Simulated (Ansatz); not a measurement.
Here is the system:

Ti:
Space group P6₃/mmc (No. 194); a = b = 2.935 Å, c = 4.641 Å, α = β = 90.00°, γ = 120.00°

```csv
atom,site,symmetry,x,y,z
Ti,2d,-6m2,0.6667,0.3333,0.2500
```

This is the r²SCAN-relaxed structure.

Task: All from DFT-r²SCAN in the program Ansatz with PAW potentials, unless another level is named. Estimate the Debye temperature from the elastic constants.

Result: 411 K.

Task: Predict the highest zone-centre frequency.

Result: 5.44 THz.

Space group P6_3/mmc (hcp (Mg type)). The cell was relaxed with r²SCAN under the symmetry of its start; of distortions, only those at the zone centre were tested. The run is not spin-polarised. As this level gives no gap, shear constants depend on the k-mesh and smearing (Fermi–Dirac, 0.1 eV here). As this level gives no gap, phonon frequencies hold no LO–TO term and depend on the k-mesh and smearing (Fermi–Dirac, 0.1 eV here). Axis ratios of metals converge slowly with the k-mesh, so a and c are less sure than the volume.

Potentials: the later of the program's two PAW sets.
